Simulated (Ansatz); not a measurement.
This guess for Sn2PbS3 is about to be relaxed.

Space group I4/mmm (No. 139). a = 4.207 Å, b = 4.207 Å, c = 17.849 Å, α = 90.00°, β = 90.00°, γ = 90.00°
```json
{"atom": "Sn", "site": "4e", "symmetry": "4mm", "x": "0.5000", "y": "0.5000", "z": "0.1667"}
{"atom": "Pb", "site": "2a", "symmetry": "4/mmm", "x": "0.0000", "y": "0.0000", "z": "0.0000"}
{"atom": "S", "site": "4e", "symmetry": "4mm", "x": "0.5000", "y": "0.5000", "z": "0.3333"}
{"atom": "S", "site": "2b", "symmetry": "4/mmm", "x": "0.5000", "y": "0.5000", "z": "0.0000"}
```

Computed with DFT PBE, scalar-relativistic, plane waves, PAW (Ansatz 0.2.0). Cutoff 420 eV, Gaussian smearing, Γ-centred meshes. Cell and atoms relax on a converged mesh. The steps can't lower the symmetry of their start. No spin polarisation.

A guess keeps its type if space group and coordination stay and the shape of the cell changes little (axis ratios within about 15 %, angles within 6°); the volume may change.

Task: Does it keep its structure type, or change into something else?

Result: It keeps its type. The symmetry stays I4/mmm (No. 139). The volume per atom shrinks by 2.1 %, from 26.3 to 25.8 Å³. The shortest distance goes from 2.97 Å (Pb–S and Sn–S) to 2.87 Å (Sn–S). The ratio c/a of the conventional cell changes by a factor of 1.00. Counting neighbours within 15 % of an atom's shortest distance, the start has Pb 6, S 6, Sn 6 and the end Pb 6, S 6, Sn 6.

Formation energies are uncorrected and refer to the elements' standard structures at the same level. The references include grey tin.

Task: At what energy does it end?

Result: −0.454 eV/atom. A negative formation energy is needed for stability but isn't enough: competing phases decide.

The last run used a 12×12×12 mesh for its 6-atom cell and Gaussian smearing of 0.01 eV. These runs have no spin–orbit coupling, which can matter for Pb. The reference form of S is held partly by dispersion forces, which this level lacks. A structure relaxed within its symmetry needn't be a true minimum.
